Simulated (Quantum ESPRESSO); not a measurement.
# HfO$_{2}$: field gradients at the nuclei

```
HfO2
1.0
    5.21946     0.00000     0.00000
    0.00000     5.00476     0.00000
    0.00000     0.00000     5.03269
Hf O
4 8
Direct
  0.03301   0.26748   0.24144
  0.96699   0.73252   0.74144
  0.46699   0.26748   0.74144
  0.53301   0.73252   0.24144
  0.36787   0.07135   0.37927
  0.63213   0.92865   0.87927
  0.13213   0.07135   0.87927
  0.86787   0.92865   0.37927
  0.73395   0.46012   0.49229
  0.26605   0.53988   0.99229
  0.76605   0.46012   0.99229
  0.23395   0.53988   0.49229
```
The cell comes from the Materials Project (a computed structure). It is HfO2 in Pca2₁. Stability against distortions was not tested. The run has no spin polarisation.

Computed: field gradients by PBE PAW (JTH datasets; density from pw.x of a modified build of Quantum ESPRESSO, gradients reconstructed from it by a script), 22.5 Ha, k-mesh 5×5×5 through Γ.

```json
[
 {"site": "Hf (atoms 1, 2, 3, 4)", "site symmetry": "1", "Vzz (a.u.)": "1.076", "η_Q": "0.73", "∣C_Q∣ (MHz)": "852 (¹⁷⁷Hf)"},
 {"site": "O1 (atoms 5, 6, 7, 8)", "site symmetry": "1", "Vzz (a.u.)": "-0.274", "η_Q": "0.71", "∣C_Q∣ (MHz)": "1.65 (¹⁷O)"},
 {"site": "O2 (atoms 9, 10, 11, 12)", "site symmetry": "1", "Vzz (a.u.)": "0.235", "η_Q": "0.23", "∣C_Q∣ (MHz)": "1.41 (¹⁷O)"}
]
```

Quadrupole moments taken as inputs (sizes, barn, from the tables of PySCF and pymatgen): ¹⁷⁷Hf 3.37, ¹⁷O 0.0256.

Principal values are ordered |Vxx| ≤ |Vyy| ≤ |Vzz|, η = (Vxx − Vyy)/Vzz, and C_Q = eQVzz/h is given by its size. Cores are frozen. Against all-electron runs on small test molecules, this scheme's |Vzz| missed by −2 to +6 % on O. Hf had no test against all-electron runs. Spin–orbit coupling is left out, a limit on Hf.
